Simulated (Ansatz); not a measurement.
## Cu (P6_3/mmc), two-dimensional strain map

Computed with DFT r2SCAN, scalar-relativistic, plane waves, PAW (Ansatz 0.2.0). Settings: plane waves to 500 eV, k-mesh 24×24×12 (Γ-centred), Gaussian smearing 0.15 eV. No spin polarisation. Energies are free energies at this smearing, counted from the undisturbed cell; pressure is positive in compression.

The starting cell (as given, not relaxed at this level; it stands at 0.2 GPa; this form isn't the usual structure):

```
Cu
1.0
     2.53410    0.00000    0.00000
    -1.26705    2.19459    0.00000
     0.00000    0.00000    4.11257
Cu
2
Direct
  0.33333 0.66667 0.25000
  0.66667 0.33333 0.75000
```

The cell is strained by p along both x and y and by q along z, fractional coordinates fixed. Points are written (p, q).

Energy above the undisturbed cell in meV/atom (a dash: not computed):

| p \ q | -0.080 | -0.040 | 0.000 | 0.040 | 0.080 |
| --- | --- | --- | --- | --- | --- |
| -0.080 | 472.6 | 320.9 | 234.4 | 195.8 | 192.2 |
| -0.040 | 207.9 | 100.6 | 48.7 | 37.6 | 55.2 |
| 0.000 | ? | 23.2 | 0.0 | 11.1 | 46.4 |
| 0.040 | 73.2 | ? | ? | 69.4 | ? |
| 0.080 | 116.5 | 111.4 | 135.3 | 180.3 | 240.8 |

Task: Fill in the withheld energies.

Result: (0.000, -0.080): 92.2; (0.040, -0.040): 38.7; (0.040, 0.000): 40.2; (0.040, 0.080): 118.6.